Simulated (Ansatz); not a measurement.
A relaxed cell of AlRu (Pm-3m (No. 221)), relaxed on a k-mesh at least as fine as the one used below. All values below come from r2SCAN (plane waves to 500 eV, PAW, scalar-relativistic; Ansatz, a program for electronic structure). Γ-centred k-mesh 11×11×6 on the run's cell (coarser than for final values), Fermi–Dirac smearing 0.05 eV.

```yaml
crystal:
  lattice:
    - [2.98253, 0.00000, 0.00000]
    - [0.00000, 2.98253, 0.00000]
    - [0.00000, 0.00000, 5.96505]
  atoms:
    - { symbol: Al, position: [0.50000, 0.50000, 0.25000] }
    - { symbol: Al, position: [0.50000, 0.50000, 0.75000] }
    - { symbol: Ru, position: [0.00000, 0.00000, 0.00000] }
    - { symbol: Ru, position: [0.00000, 0.00000, 0.50000] }
```

The atoms are displaced by (Å):

```
atom      ux      uy      uz
----  ------  ------  ------
Al1   -0.002   0.125   0.018
Al2   -0.008   0.090  -0.160
Ru3    0.090  -0.035   0.128
Ru4   -0.064   0.025   0.032
```

Problem. What forces (eV/Å) and pressure result?

Solution. 
| atom | Fx | Fy | Fz |
|---|---|---|---|
| Al1 | 0.28 | -1.27 | 0.45 |
| Al2 | -0.22 | -0.65 | 2.05 |
| Ru3 | -0.85 | 1.14 | -2.02 |
| Ru4 | 0.79 | 0.78 | -0.48 |

Pressure +4.6 GPa.

Problem. Estimate the energy cost of the displacement in the harmonic approximation and compare with the calculation.

Solution. For a harmonic well ΔE = −½ Σ F·u = 0.478 eV a cell, or 119 meV/atom. The calculated energy relative to the undisplaced cell is +0.12 eV/atom, so the harmonic estimate holds well.

No spin polarisation in the result.

The run that gave the undisplaced cell could not lose the symmetry of its start; a randomly shaken copy of 4 atoms returns to this structure.
